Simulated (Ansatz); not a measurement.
YIn:
```xyz
2
Lattice="3.7560 0.0000 0.0000 0.0000 3.7560 0.0000 0.0000 0.0000 3.7560" Properties=species:S:1:pos:R:3 pbc="T T T"
In     0.0000     0.0000     0.0000
Y      1.8780     1.8780     1.8780
```

Relaxed with r²SCAN.

Give the Bader charges and basin volumes of the independent atoms, the program Ansatz at the r²SCAN level (PAW).



```
atom  Bader charge (e)  Bader volume (Å³)
----  ----------------  -----------------
In1              -1.41               34.4
Y2               +1.41               18.6
```

Space group Pm-3m (CsCl type). The workflow started from an entry of the Crystallography Open Database (COD). Whether it is the stable phase at ambient conditions was not checked. The cell was relaxed with r²SCAN under the symmetry of its start; whether a distortion lowers the energy is not shown. The run is not spin-polarised.

Potentials: the later of the program's two PAW sets.
